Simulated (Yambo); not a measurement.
Quantum ESPRESSO input (PBEsol, PseudoDojo standard norm-conserving files, scalar-relativistic) whose wavefunctions are converted with p2y:

```
&CONTROL
  calculation = 'nscf'
  pseudo_dir = './pseudo'
  outdir = './out'
/
&SYSTEM
  ibrav = 0
  nat = 2
  ntyp = 2
  ecutwfc = 84.0
  ecutrho = 336.0
  occupations = 'fixed'
  force_symmorphic = .true.
  nbnd = 99
/
&ELECTRONS
  conv_thr = 2e-09
  diago_full_acc = .true.
  diago_thr_init = 1e-08
/
ATOMIC_SPECIES
O 15.9990 O.upf
Ba 137.3270 Ba.upf
CELL_PARAMETERS angstrom
  0.000000000000   2.742773438000   2.742773438000
  2.742773438000   0.000000000000   2.742773438000
  2.742773438000   2.742773438000   0.000000000000
ATOMIC_POSITIONS crystal
O   0.500000000000   0.500000000000   0.500000000000
Ba   0.000000000000   0.000000000000   0.000000000000
K_POINTS automatic
4 4 4 0 0 0
```

Yambo's initialisation report on symmetry, reciprocal space, the k grid and the gaps on this mesh:

```
  [02.02] Symmetries
  ==================

  Inversion symmetry    : yes
  Spatial inversion     : yes
  Inversion index       :  25
  K-space Time-reversal : no
  Magnetic symmetries   : no
  Group table correct   : yes
  Symmetries units      :  [cc]

  [02.03] Reciprocal space
  ========================

  nG shells         :  307
  nG charge         :  28811
  nG WFs            :   4439
  nC WFs            :   3695
  G-vecs. in first 30 shells:  [ Number ]
     1    9   15   27   51   59   65   89  113
    137   169   181   229   259   283   307   331   339
    387   411   459   531   537   561   609   645   701
    725   749   821
  ...
  Shell energy in first 30 shells:  [ mHa ]
    0.00000      551.078      734.771      1469.54      2020.62      2204.31      2939.08      3490.16      3673.86
    4408.63      4959.71      5878.17      6429.25      6612.94      7347.71      7898.79      8082.48      8817.25
    9368.33      9552.03      10286.8      10837.9      11756.3      12307.4      12491.1      13225.9      13777.0
    13960.7      14695.4      15246.5
  ...

  [02.04] K-grid lattice
  ======================

  Compatible Grid is   : 3D
  Base K vectors       :  K_min[ 1 ]  K_min[ 2 ]  K_min[ 3 ]
  K_min[ 1 ] :  0.000000  0.250000  0.000000 [rlu]
  K_min[ 2 ] :  0.250000  0.000000  0.000000 [rlu]
  K_min[ 3 ] :  0.000000  0.000000  0.250000 [rlu]
  Grid dimensions      :   4   4   4
  K lattice UC volume  :  0.013918 [a.u.]

  IBZ K-points                                      :   8
  BZ  K-points                                      :   64

  K/Q-points units:
  rlu = crystal or reduced units; cc = cartesian coordinates; iku = interal k-units

  K [1]          [rlu]:  0.000000  0.000000  0.000000
         WF components:   3695
  K [2]          [rlu]:  0.000000  0.000000  0.250000
         WF components:   3620
  K [3]          [rlu]:  0.000000  0.000000 -0.500000
         WF components:   3600
  K [4]          [rlu]:  0.000000  0.250000  0.250000
         WF components:   3615
  K [5]          [rlu]:  0.000000  0.250000 -0.500000
         WF components:   3607
  K [6]          [rlu]:  0.000000  0.250000 -0.250000
         WF components:   3635
  K [7]          [rlu]:  0.000000 -0.500000 -0.500000
         WF components:   3572
  K [8]          [rlu]:  0.250000 -0.500000 -0.250000
         WF components:   3636

  [02.05] Energies & Occupations
  ==============================

  [X] === General ===
  [X] Electronic Temperature                        :  0.000000  0.000000 [eV K]
  [X] Bosonic    Temperature                        :  0.000000  0.000000 [eV K]
  [X] Finite Temperature mode                       : no
  [X] El. density                                   :  0.38772E+24 [cm-3]
  [X] Fermi Level                                   :  8.878791 [eV]

  [X] === Gaps and Widths ===
  [X] Conduction Band Min                           :  1.842232 [eV]
  [X] Valence Band Max                              :  0.000000 [eV]
  [X] Filled Bands                                  :   8
  [X] Empty Bands                                   :    9   99
  [X] Direct Gap                                    :  1.842232 [eV]
  [X] Direct Gap localized at k                     :   7
  [X] Indirect Gap                                  :  1.842232 [eV]
  [X] Indirect Gap between kpts                     :   7   7
  [X] Last valence band width                       :  1.628667 [eV]
  [X] 1st conduction band width                     :  3.083339 [eV]
```
The gaps are PBEsol values on this mesh alone; only operations without fractional translations are kept.

Geometry relaxed with PBEsol.
